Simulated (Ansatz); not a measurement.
Nb (diamond, Fd-3m), a = b = c = 5.8482 Å, α = β = γ = 90.00°; the cell used has 2 atoms.

Relaxed with r²SCAN in the plane-wave PAW code Ansatz. Indices refer to the conventional cell of Fd-3m, a = b = c = 5.848 Å, α = β = γ = 90.00°.

**Question.** Simulate the powder diffraction pattern (neutron, λ = 1.5401 Å; lines above 1 %) up to 2θ = 90°.

**Answer.** Simulated powder pattern, neutron, λ = 1.5401 Å (kinematic, ideal powder, no thermal factors, coherent scattering alone; the 30 strongest lines at most, above 1 %, up to 2θ = 90°):

| 2θ (°) | d (Å) | I/Imax (%) | hkl |
|---|---|---|---|
| 26.37 | 3.376 | 85 | (111) |
| 43.73 | 2.068 | 100 | (220) |
| 51.79 | 1.763 | 75 | (311) |
| 63.56 | 1.462 | 27 | (400) |
| 70.05 | 1.342 | 48 | (331) |
| 80.34 | 1.194 | 81 | (422) |
| 86.34 | 1.125 | 50 | (511)+(333) |

The start of the workflow was typed in or built on a structure type; neither database checked (COD, Materials Project) lists it. It is not the phase usual at ambient conditions (space group No. 229). The r²SCAN relaxation kept the symmetry of its start; its stability against distortions is not shown here. The run is not spin-polarised.

Potentials: the later of the program's two PAW sets.
